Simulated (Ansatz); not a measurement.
Input and command of a plane-wave DFT calculation in Ansatz:

```yaml
crystal:
  lattice:
    - [2.9289, 0.0, 0.0]
    - [0.0, 2.9289, 0.0]
    - [0.0, 0.0, 3.004]
  atoms:
    - { symbol: Ga, position: [0.0, 0.0, 0.0] }
    - { symbol: Ir, position: [0.5, 0.5, 0.5] }
basis:
  ecutwfc: 500
kpoints:
  mp_grid: { grid: [16, 16, 16] }
hamiltonian:
  xc: r2scan
scf:
  occupations: { method: gaussian, width: 0.15 }
output:
  forces: true
  stress: true
  eigenvalues: true
```

```bash
ansatz run input.yaml --threads 1 --pin off --max-ram 2560MiB --backend cpu --events-out ev --progress --plain --runs-dir out
```

Processor: Arm Neoverse V2, 1 thread, on a host shared with other jobs.

Question: Estimate time, memory and problem size.

Answer: About 23 s on 1 thread of Arm Neoverse V2 (shared host), peak memory 0.54 GiB. It solves 19 bands at 405 k points (the mesh reduced by symmetry) with about 643 plane waves, in 7 SCF iterations.
